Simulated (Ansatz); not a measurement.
One crystal and one scan (energy over volume and axial ratio) at two levels, PBE (plane waves to 420 eV, PAW, scalar-relativistic; Ansatz, an electronic-structure program) and r2SCAN (plane waves to 500 eV, PAW, scalar-relativistic; Ansatz), each from its own relaxed cell and on its own mesh. The cell shown is that of PBE.

KBr (rock salt)

```
KBr
1.0
    0.00000     3.35261     3.35261
    3.35261     0.00000     3.35261
    3.35261     3.35261     0.00000
Br K
1 1
Direct
  0.00000   0.00000   0.00000
  0.50000   0.50000   0.50000
```

Grid over V/V₀ and (c/a)/(c/a)₀, subscript 0 meaning the relaxed cell; the conventional c axis lies along z; no internal relaxation.

The energy includes the smearing's −TS. KBr was relaxed with its symmetry unable to fall. Percentages come from the unrounded values. Both scans cover V/V₀ from 0.920 to 1.080 and (c/a)/(c/a)₀ from 0.920 to 1.080.

Results of PBE:

| Property | Value |
|---|---|
| Lattice constant a (Å) | 6.705 |
| Band gap of the relaxed cell, no spin-orbit coupling (eV) | 4.31 |
| Shear modulus C′ = (C11 − C12)/2 (fit, atoms clamped) (GPa) | 12.6 |

Task: What does r2SCAN give for the same quantities?

Result: 
| quantity | r2SCAN | PBE − r2SCAN |
|---|---|---|
| Lattice constant a (Å) | 6.608 | +0.097 (+1.5 %) |
| Band gap of the relaxed cell, no spin-orbit coupling (eV) | 5.07 | -0.76 (-15 %) |
| Shear modulus C′ = (C11 − C12)/2 (fit, atoms clamped) (GPa) | 17.1 | -4.5 (-26 %) |

PBE gives the higher value for: lattice constant a. PBE gives the lower value for: band gap of the relaxed cell, no spin-orbit coupling; shear modulus C′. Neither level is exact: the differences show how much the result hangs on the functional.

(Under strain, the slope of the energy per volume gives the stress and its curvature an elastic modulus.)
